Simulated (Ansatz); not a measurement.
# Sn₃Se: comparing deformations

Theory: DFT PBEsol, scalar-relativistic, plane waves, PAW (Ansatz). The runs took a 420 eV cutoff, a Γ-centred 12×12×12 mesh and Gaussian smearing (0.15 eV). No spin polarisation. Energies are free energies at this smearing, counted from the undisturbed cell; pressure is positive in compression.

Reference structure (relaxed at this level; with this scan's settings it stands at 0.1 GPa; it needn't be the usual structure):

```
Sn Se
1.0
     0.00000    3.65819    3.65819
     3.65819    0.00000    3.65819
     3.65819    3.65819    0.00000
Sn Se
3 1
Direct
  0.25000 0.25000 0.25000
  0.75000 0.75000 0.75000
  0.50000 0.50000 0.50000
  0.00000 0.00000 0.00000
```

The cell is strained by ε times a Voigt pattern (xx, yy, zz, yz, xz, xy; engineering shear) with fractional coordinates fixed. τ = (1/V0) dE/dε comes from the stress tensor. Of each scan, only the three points used here are listed.

```csv
pattern,ε,τ (GPa)
"(0, 0, 0, 1, 0, 0)",-0.0050,-0.065
"(0, 0, 0, 1, 0, 0)",0.0000,0.000
"(0, 0, 0, 1, 0, 0)",0.0025,0.032
"(0, 0, 1, 0, 0, 0)",-0.0250,-1.71
"(0, 0, 1, 0, 0, 0)",0.0000,-0.10
"(0, 0, 1, 0, 0, 0)",0.0250,1.29
```

Task: Which constants do the scans give, and which deformation costs least for the same size of strain tensor?

Result: The slope dτ/dε at zero (parabola through three points) is pᵀCp: (0, 0, 0, 1, 0, 0) gives C44 = 12.9 GPa; (0, 0, 1, 0, 0, 0) gives C11 = 60 GPa. The size of the strain tensor, ε:ε, is ε² times 0.5, 1.0. Per unit of it the stiffnesses are 25.9, 60 GPa, so (0, 0, 0, 1, 0, 0) is the softest of these: at ε:ε = (1 %)² the quadratic term costs 0.20 meV/atom against 0.46 for the stiffest. These are clamped-ion values.

Forces appear on the atoms along this scan, and letting them relax would lower the energy and soften the response. In a metal these slopes depend on the k mesh and the smearing.

Cost: 18 runs of about 6.1 core-minutes in all, on Intel Xeon 6975P-C (Granite Rapids) (shared hosts).